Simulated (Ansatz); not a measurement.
The start is a generated cell, B2O3 placed in the bixbyite structure type. A full variable-cell relaxation at zero pressure is run with PBEsol (plane waves to 420 eV, PAW, scalar-relativistic; Ansatz, a quantum-chemistry and plane-wave program). The first steps use a coarse 4×4×4 k-mesh.

Initial structure:
```
CELL_PARAMETERS angstrom
     -3.86336     3.86336     3.86336
      3.86336    -3.86336     3.86336
      3.86336     3.86336    -3.86336
ATOMIC_POSITIONS crystal
  B  0.50000 0.50000 0.50000
  B  0.50000 0.00000 0.00000
  B  0.00000 0.00000 0.50000
  B  0.00000 0.50000 0.00000
  B  0.25000 0.71650 0.46650
  B  0.75000 0.78350 0.03350
  B  0.46650 0.25000 0.71650
  B  0.03350 0.75000 0.78350
  B  0.71650 0.46650 0.25000
  B  0.78350 0.03350 0.75000
  B  0.75000 0.28350 0.53350
  B  0.25000 0.21650 0.96650
  B  0.53350 0.75000 0.28350
  B  0.96650 0.25000 0.21650
  B  0.28350 0.53350 0.75000
  B  0.21650 0.96650 0.25000
  O  0.53610 0.77370 0.54340
  O  0.73030 0.99270 0.95660
  O  0.76970 0.72630 0.26240
  O  0.96390 0.50730 0.23760
  O  0.54340 0.53610 0.77370
  O  0.95660 0.73030 0.99270
  O  0.26240 0.76970 0.72630
  O  0.23760 0.96390 0.50730
  O  0.77370 0.54340 0.53610
  O  0.99270 0.95660 0.73030
  O  0.72630 0.26240 0.76970
  O  0.50730 0.23760 0.96390
  O  0.46390 0.22630 0.45660
  O  0.26970 0.00730 0.04340
  O  0.23030 0.27370 0.73760
  O  0.03610 0.49270 0.76240
  O  0.45660 0.46390 0.22630
  O  0.04340 0.26970 0.00730
  O  0.73760 0.23030 0.27370
  O  0.76240 0.03610 0.49270
  O  0.22630 0.45660 0.46390
  O  0.00730 0.04340 0.26970
  O  0.27370 0.73760 0.23030
  O  0.49270 0.76240 0.03610
```

Problem. How large is the pressure on the unrelaxed cell, and of which sign?

Solution. +18.9 GPa (positive: the cell is compressed).

Problem. By how much does the energy per atom fall from start to end?

Solution. 0.16 eV/atom.

Problem. How does the volume per atom move from start to end?

Solution. +6.1 %, from 5.77 to 6.12 Å³/atom.

Problem. How do the shortest distances between atoms change?

Solution. The closest pairs of elements (up to four, under 3.6 Å), start → end: B–O 1.62 → 1.56 Å; O–O 2.11 → 2.16 Å; B–B 2.56 → 2.56 Å.

Problem. What band gap does the relaxed structure have at this level?

Solution. 6.45 eV, direct within 0.03 eV (at k = (0.2, 0.2, -0.2)) (no spin-orbit coupling).

The space group stays Ia-3 (No. 206) (the run could not lower it); the end is bixbyite type, with 40 atoms in the primitive cell. Final values are on a 5×5×5 k-mesh of the relaxed cell. No spin polarisation in the result.

The run could not lose the symmetry of its start, so the end can be a saddle point.

The relaxed structure here is a generated cell of B2O3: the first start was made by placing the elements on the sites of a structure type, and the end was not matched to a known phase here, so it may be hypothetical.
